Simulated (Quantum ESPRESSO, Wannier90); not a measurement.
## Wannier functions of BaTiO$_{3}$ (P4mm)

```xyz
5
Lattice="3.9904 0.0000 0.0000 0.0000 3.9904 0.0000 0.0000 0.0000 4.1027" Properties=species:S:1:pos:R:3 pbc="T T T"
Ba     1.9952     1.9952    -1.7127
Ti     0.0000     0.0000     0.4104
O      0.0000     1.9952     0.2635
O      1.9952     0.0000     0.2635
O      0.0000     0.0000    -1.8504
```

Materials Project entry mp-5986; symmetrised, unrelaxed at this level. COD (Crystallography Open Database) has the formula in 5 space groups, this one among them (matched by group alone). Method: PBEsol plane waves in Quantum ESPRESSO 7.5 (PseudoDojo norm-conserving files, 68 Ry, spinors with spin-orbit coupling), Bloch states on a 6×6×6 mesh through Γ, Wannier90 4.0.1. Density: 8×8×8 mesh, cold smearing 0.01 Ry.

Bands 17-18 form an isolated set from -11.87 to -11.11 eV relative to the valence-band maximum (on the path) and are turned into 2 Wannier functions by minimising the spread from the start: SCDM (isolated).

### Question
Where do the functions sit, how wide are they and what are they made of?

### Answer
```csv
functions,spread (Å²),"nearest atom, distance (Å)","second atom, distance (Å)",weight on atomic waves
2,1.73,Ba 0.01,O 2.80,Ba 5p 93 %
```

Ω_I = 3.46 Å², Ω_total = 3.46 Å²; the interpolated bands follow pw.x to 0.0 meV rms on the path. Only this start was tried; a symmetric start can stop on a saddle, and mixtures of these functions could lower the total by at most Ω_total − Ω_I.
